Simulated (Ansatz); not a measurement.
Crystals of one structure type (rock salt) and one family of elements, relaxed and computed with the program Ansatz at the r²SCAN level (PAW).

```
crystal  gap (eV)  electron conductivity mass (mₑ)
-------  --------  -------------------------------
NaI          4.45                             0.28
RbBr         4.89                             0.38
KBr          5.07                             0.39
NaCl         5.97                                ?
KF           6.91                             0.54
NaF          7.28                             0.57
LiCl         7.29                             0.47
```

**Question.** Fit a straight line to ln m* against ln E_g and predict the withheld value.

**Answer.** Least squares on the 6 shown rows: ln m* = 1.08 × ln E_g + (-2.762), with a scatter of 9 %. For NaCl this gives 0.44. The run itself gave 0.40, within the scatter.

All cells were relaxed under the symmetry of their starts (and spin orders); stability against distortions was not tested throughout. Spin–orbit coupling is left out wherever it is not named.

Potentials: the later of the program's two PAW sets.
